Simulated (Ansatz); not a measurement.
# Vibrations of Na (Im-3m) by finite displacements

```xyz
1
Lattice="-2.0291 2.0291 2.0291 2.0291 -2.0291 2.0291 2.0291 2.0291 -2.0291" Properties=species:S:1:pos:R:3 pbc="T T T"
Na    0.0000    0.0000    0.0000
```

Level of theory, where no other is named: LDA, all-electron LAPW in Ansatz 0.2.0, scalar-relativistic. k mesh 16×16×16, Fermi-Dirac smearing of 0.100 eV, basis error target 1 meV/atom. The cell was relaxed by PAW under this functional, which moved its volume by -15 % from the database entry's.

Atoms are displaced by 0.01 Å in the smallest supercells that hold the wave vectors of a 4×4×4 mesh. Negative values stand for unstable modes.

**Question.** What are the phonon energies at the solved wave vectors, in THz?

**Answer.** 

```
                 q  point       modes (THz)
 0.250 0.000 0.000      –  0.63, 1.94, 2.95
 0.500 0.000 0.000      N  0.88, 2.74, 4.11
 0.250 0.250 0.000      –  1.66, 2.93, 3.81
 0.250 0.250 0.250      P         3.10 (×3)
-0.250 0.250 0.250      –   2.78 (×2), 2.90
 0.500 0.500 0.250      –  2.70, 3.39, 3.98
 0.500 0.500 0.500      H         3.91 (×3)
```

**Question.** Is the structure dynamically stable at these wave vectors?

**Answer.** Yes, no mode is unstable there; wave vectors off this mesh aren't tested.

**Question.** How well do frozen-core PAW files reproduce these all-electron values?

**Answer.** With a cutoff of 420 eV and displacements of 0.0025 Å, the r.m.s. difference over the modes is 0.0 cm⁻¹; the largest difference is 137.0 (PAW) against 136.9 cm⁻¹ (LAPW).

**Question.** The cell is scaled evenly to 32.918 and 33.920 Å³ (from 33.419), with free atoms relaxed and the shape held. What are the mode Grüneisen parameters γ = −d ln ω/d ln V?

**Answer.** For the highest mode, 140.2 cm⁻¹ in the small cell and 133.8 in the large one give γ ≈ 1.56. From the change of the dynamical matrix on each mode:

```json
{"point": "0.25/0/0", "cm⁻¹": "21.1", "γ": "1.42"}
{"point": "0.25/0/0", "cm⁻¹": "64.7", "γ": "0.80"}
{"point": "0.25/0/0", "cm⁻¹": "98.4", "γ": "1.45"}
{"point": "N", "cm⁻¹": "29.3", "γ": "1.56"}
{"point": "N", "cm⁻¹": "91.4", "γ": "0.82"}
{"point": "N", "cm⁻¹": "136.9", "γ": "1.57"}
{"point": "0.25/0.25/0", "cm⁻¹": "55.4", "γ": "1.08"}
{"point": "0.25/0.25/0", "cm⁻¹": "97.8", "γ": "1.30"}
{"point": "0.25/0.25/0", "cm⁻¹": "127.0", "γ": "1.46"}
{"point": "P", "cm⁻¹": "103.5", "γ": "1.50"}
{"point": "-0.25/0.25/0.25", "cm⁻¹": "92.7", "γ": "1.00"}
{"point": "-0.25/0.25/0.25", "cm⁻¹": "96.6", "γ": "1.63"}
{"point": "0.5/0.5/0.25", "cm⁻¹": "90.2", "γ": "1.19"}
{"point": "0.5/0.5/0.25", "cm⁻¹": "113.1", "γ": "1.06"}
{"point": "0.5/0.5/0.25", "cm⁻¹": "132.7", "γ": "1.38"}
{"point": "H", "cm⁻¹": "130.3", "γ": "1.16"}
```

Weighted by the modes' heat capacities at 300 K, the mean on this mesh is 1.26; it moves with the q mesh, and a coarse one overweights the zone boundary.

Known limits: responses of metals move with mesh and smearing; the frozen-core PAW files of the compared runs were fitted under PBE, their cores solved anew for this functional.
